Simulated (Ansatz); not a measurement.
A relaxation computed with Ansatz, from input to last step.

```yaml
crystal:
  lattice:
    - [1.3398493639, 0.773562391, 4.7925941943]
    - [-1.3398493639, 0.773562391, 4.7925941943]
    - [0.0, -1.5471247819, 4.7925941943]
  atoms:
    - { symbol: Li, position: [0.0, 0.0, 0.0] }
    - { symbol: V, position: [0.5, 0.5, 0.5] }
    - { symbol: O, position: [0.2491998781, 0.2491998781, 0.2491998781] }
    - { symbol: O, position: [0.7508001219, 0.7508001219, 0.7508001219] }
basis:
  ecutwfc: 420
kpoints:
  mp_grid: { grid: [18, 18, 18] }
hamiltonian:
  xc: pbesol
scf:
  occupations: { method: gaussian, width: 0.1 }
output:
  forces: true
  stress: true
  eigenvalues: true
relax:
  adjacent_minimum: "off"
  f_tol: 0.01
  max_steps: 30
  cell: { stress_tol: 0.1, fix: [volume] }
```

```bash
ansatz run input.yaml --threads 1 --pin off --max-ram 2560MiB --backend cpu --events-out ev --progress --plain --runs-dir out
```

Method: DFT PBEsol, scalar-relativistic, plane waves, PAW in Ansatz.

The volume is held at 0.91 times that of the relaxed cell.

Of 4 frames 3 are shown, positions in Å and forces in eV/Å; the SCF threshold varies from step to step. Steps run on the plane waves of an earlier cell, with a Pulay correction in the pressure. The basis is chosen afresh for the last frame, the zero of the energies, and at times for earlier ones too; energy and pressure step there, also at an unchanged geometry.

```xyz
4
Lattice="1.3398 0.7736 4.7926 -1.3398 0.7736 4.7926 0.0000 -1.5471 4.7926" Properties=species:S:1:pos:R:3:forces:R:3 pbc="T T T" step=1 free_energy_over_end_meV_per_atom=1.84 pressure_GPa=20.39
Li    0.0000    0.0000    0.0000    0.0000    0.0000    0.0000
V     0.0000    0.0000    7.1889    0.0000    0.0000    0.0000
O     0.0000    0.0000    3.5829    0.0000    0.0000    0.4380
O     0.0000    0.0000   10.7948    0.0000    0.0000   -0.4380
4
Lattice="1.3406 0.7740 4.7873 -1.3406 0.7740 4.7873 0.0000 -1.5480 4.7873" Properties=species:S:1:pos:R:3:forces:R:3 pbc="T T T" step=2 free_energy_over_end_meV_per_atom=0.39 pressure_GPa=19.05
Li    0.0000    0.0000    0.0000    0.0000    0.0000    0.0000
V     0.0000    0.0000    7.1809    0.0000    0.0000    0.0000
O     0.0000    0.0000    3.5882    0.0000    0.0000    0.2007
O     0.0000    0.0000   10.7736    0.0000    0.0000   -0.2007
4
Lattice="1.3405 0.7740 4.7877 -1.3405 0.7740 4.7877 0.0000 -1.5479 4.7877" Properties=species:S:1:pos:R:3:forces:R:3 pbc="T T T" step=4 free_energy_over_end_meV_per_atom=0.00 pressure_GPa=17.97
Li    0.0000    0.0000    0.0000    0.0000    0.0000    0.0000
V     0.0000    0.0000    7.1815    0.0000    0.0000    0.0000
O     0.0000    0.0000    3.5961    0.0000    0.0000    0.0034
O     0.0000    0.0000   10.7670    0.0000    0.0000   -0.0034
```

The run took 2.8 min on 1 thread of Intel(R) Xeon(R) Processor @ 2.50GHz (Skylake/Cascade Lake), on a shared host, peak memory 0.65 GiB.

Spin polarisation was left out, and a magnetic state may lie lower.